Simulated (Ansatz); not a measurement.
SiO$_{2}$:
```
SiO2
1.0
    3.77204     0.00000     0.00000
    0.00000     3.77204     0.00000
    0.00000     0.00000     3.77204
Si O
2 4
Direct
  0.50000   0.50000   0.50000
  0.00000   0.00000   0.00000
  0.25000   0.25000   0.25000
  0.25000   0.75000   0.75000
  0.75000   0.75000   0.25000
  0.75000   0.25000   0.75000
```

Relaxed with HSE06.

### Question
Give the Bader charges and basin volumes of the independent atoms, HSE06 (plane waves, PAW; program Ansatz).

### Answer


```tsv
atom	Bader charge (e)	Bader volume (Å³)
Si1	+3.35	2.7
O3	-1.67	12.1
```

Space group Pn-3m. The first step of the workflow began from a Materials Project structure, measured or hypothetical; the Crystallography Open Database copy checked does not list it. It is not the phase usual at ambient conditions (space group No. 92, 152, 154). Symmetry was held in the HSE06 relaxation; whether a distortion lowers the energy is not shown.

Potentials: the earlier of the program's two PAW sets. The files were generated under PBE; for other functionals the program regenerates the frozen cores, and for LDA and PBEsol the local potential too.
